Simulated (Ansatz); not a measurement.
## Nb: from a starting cell to a relaxed one

The start is a generated cell, Nb placed in the AFLOW prototype A_hR12_166_2h (as in B). A full variable-cell relaxation at zero pressure is run with PBE (plane waves to 420 eV, PAW, scalar-relativistic; Ansatz, a program for electronic structure). The first steps use a coarse 5×5×5 k-mesh.

Initial structure:
```yaml
crystal:
  lattice:
    - [3.31618, 1.91460, 5.66012]
    - [-3.31618, 1.91460, 5.66012]
    - [0.00000, -3.82920, 5.66012]
  atoms:
    - { symbol: Nb, position: [0.01040, 0.65729, 0.01040] }
    - { symbol: Nb, position: [0.01040, 0.01040, 0.65729] }
    - { symbol: Nb, position: [0.65729, 0.01040, 0.01040] }
    - { symbol: Nb, position: [0.98960, 0.34271, 0.98960] }
    - { symbol: Nb, position: [0.98960, 0.98960, 0.34271] }
    - { symbol: Nb, position: [0.34271, 0.98960, 0.98960] }
    - { symbol: Nb, position: [0.22060, 0.63230, 0.22060] }
    - { symbol: Nb, position: [0.22060, 0.22060, 0.63230] }
    - { symbol: Nb, position: [0.63230, 0.22060, 0.22060] }
    - { symbol: Nb, position: [0.77940, 0.36770, 0.77940] }
    - { symbol: Nb, position: [0.77940, 0.77940, 0.36770] }
    - { symbol: Nb, position: [0.36770, 0.77940, 0.77940] }
```

Problem. How much energy is released per atom?

Solution. About 1.9 eV/atom.

Problem. How does the volume per atom move from start to end?

Solution. +20.7 %, from 17.97 to 21.70 Å³/atom.

Problem. What band gap does the relaxed structure have at this level?

Solution. Zero (metallic).

Problem. What does it relax into? Give the structure.

Solution. 
Space group R-3m, hexagonal axes (No. 166); a = b = 5.5849 Å, c = 28.9158 Å, α = β = 90.00°, γ = 120.00°

| atom | site | symmetry | x | y | z |
|---|---|---|---|---|---|
| Nb | 18h | .m | 0.3358 | 0.1679 | 0.1198 |
| Nb | 18h | .m | 0.1685 | 0.3371 | 0.0406 |
(The calculation used a cell of 12 atoms; values per cell refer to that cell.)

The space group stays R-3m (No. 166) (the run could not lower it), with 12 atoms in the primitive cell. Final values are on a 8×8×8 k-mesh of the relaxed cell. The start holds a very short contact (Nb–Nb 2.31 Å). No spin polarisation in the result.

The run could not lose the symmetry of its start: the end is stationary, and may be a saddle point rather than a minimum.

The relaxed structure here is a generated cell of Nb: the first start was made by placing the elements on the sites of a structure type, and the end was not matched to a known phase here, so it may be hypothetical. Known forms of Nb include space group No. 229.
